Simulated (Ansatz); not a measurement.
Ga3SbP2 as one 6-atom ordering (P3m1) on the zincblende lattice, relaxed with r2SCAN. Space group P3m1 (No. 156), trigonal; a = 4.017 Å, c = 9.861 Å in the conventional setting, 22.96 Å³ an atom. P has 4 Ga at 2.35–2.43 Å; P has 4 Ga at 2.37–2.43 Å; Sb has 4 Ga at 2.54–2.64 Å; Ga has 4 P at 2.37–2.43 Å; Ga has 3 P at 2.43 Å and 1 Sb at 2.64 Å; Ga has 1 P at 2.35 Å and 3 Sb at 2.54 Å.

```cif
data_structure
_symmetry_space_group_name_H-M 'P3m1'
_symmetry_Int_Tables_number 156
_cell_length_a 4.0166
_cell_length_b 4.0166
_cell_length_c 9.8606
_cell_angle_alpha 90.000
_cell_angle_beta 90.000
_cell_angle_gamma 120.000
_cell_volume 137.77
loop_
_atom_site_label
_atom_site_type_symbol
_atom_site_symmetry_multiplicity
_atom_site_Wyckoff_symbol
_atom_site_fract_x
_atom_site_fract_y
_atom_site_fract_z
_atom_site_occupancy
P1 P 1 a 0.00000 0.00000 0.00936 1
P2 P 1 b 0.33333 0.66667 0.32347 1
Sb1 Sb 1 c 0.66667 0.33333 0.66524 1
Ga1 Ga 1 b 0.33333 0.66667 0.08322 1
Ga2 Ga 1 c 0.66667 0.33333 0.39749 1
Ga3 Ga 1 a 0.00000 0.00000 0.77121 1
```

3 runs of the PAW code Ansatz on this cell differ in the functional (and in the settings that go with it). Levels are in eV from each run's valence top; v1 is the last filled band, c1 the first empty one.

Run A, mean stress +2.3 GPa (compression positive):
```tsv
point	v4	v3	v2	v1	c1	c2
Γ	-1.74	-0.92	-0.19	0.00	0.00	0.04
M	-3.47	-3.08	-2.73	-1.71	0.59	0.70
K	-4.35	-2.91	-2.73	-2.39	1.34	1.42
A	-1.67	-1.67	-0.10	-0.10	0.00	0.48
```

Run B, mean stress 0.0 GPa (compression positive):
```tsv
point	v4	v3	v2	v1	c1	c2
Γ	-1.84	-0.96	0.00	0.00	0.14	0.31
M	-3.60	-3.21	-2.88	-1.79	0.77	0.90
K	-4.51	-3.06	-2.87	-2.51	1.58	1.66
A	-1.77	-1.77	-0.11	-0.11	0.25	0.76
```

Run C, mean stress +0.4 GPa (compression positive):
```tsv
point	v4	v3	v2	v1	c1	c2
Γ	-1.92	-1.01	0.00	0.00	0.50	0.69
M	-3.77	-3.30	-3.00	-1.86	1.11	1.25
K	-4.76	-3.20	-3.01	-2.58	1.95	2.02
A	-1.85	-1.85	-0.10	-0.10	0.63	1.17
```

**Question.** Match the runs to PBE, r2SCAN, HSE06.

**Answer.** A is PBE, B is r2SCAN, C is HSE06. In order of the gap: PBE none (overlap 0.02), r2SCAN 0.14, HSE06 0.50 eV.

These are computed values for a spin-unpolarised cell that may be hypothetical; none is a measurement.

Spin-orbit coupling is left out, which matters wherever the heavy atoms make up the band edges.

The stress of a hybrid is loosely converged in these runs.

Gaps or overlaps of about a tenth of an eV are at the limit of these meshes: between the points read a gap can be smaller or closed.

The meshes of the hybrids are coarse, so their gaps aren't converged to the digits shown.
